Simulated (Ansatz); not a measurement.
This cell of Ge (diamond) is off equilibrium:

```
Ge
1.0
    0.00000     2.88084     2.88084
    2.88084     0.00000     2.88084
    2.88084     2.88084     0.00000
Ge
2
Direct
  0.50000   0.50000   0.50000
  0.75000   0.75000   0.89727
```

Calculation: PBE (plane waves to 420 eV, PAW, scalar-relativistic; Ansatz, a program for electronic structure). k mesh 11×11×11 (Γ-centred), Fermi-Dirac smearing 0.05 eV. E stands for the smeared free energy. Compression counts positive. With partly filled bands, energies and forces of such displacements shift with the k mesh and the smearing. Ge was relaxed with its symmetry unable to fall.

Predict the force on every atom, in eV/Å.


```tsv
atom	Fx	Fy	Fz
Ge1	4.318	4.318	-4.796
Ge2	-4.318	-4.318	4.796
```

Give the stress tensor in GPa and the pressure.


```
    7.0      9.7    -15.2
    9.7      7.0    -15.2
  -15.2    -15.2     18.2
```
The pressure, a third of the trace, is 10.7 GPa.

In it atom 2 sits (0.424, 0.424, 0.000) Å away from its relaxed site. What is its energy relative to the relaxed cell?

1796 meV/cell.

(For displaced atoms, the force is minus the slope of the energy, and its curvature is a force constant, which sets phonon frequencies.)
